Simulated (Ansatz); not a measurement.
According to plane-wave PAW PBE (Ansatz code), Os in the diamond structure (Fd-3m) relaxes to a = 5.555 Å. Os has 4 nearest neighbours from 2.41 Å (tetrahedral).

Electronic character: metallic (no gap). Gap from PBE with spin–orbit coupling: none (metallic).

The bulk modulus is 205 GPa.

The start of the workflow was typed in or built on a structure type; neither database checked (COD, Materials Project) lists it. It is not the phase usual at ambient conditions (space group No. 194). The PBE relaxation kept the symmetry of its start; its stability against distortions is not shown here. No spin polarisation was allowed. Spin–orbit coupling is left out wherever it is not named.

Potentials: the later of the program's two PAW sets.
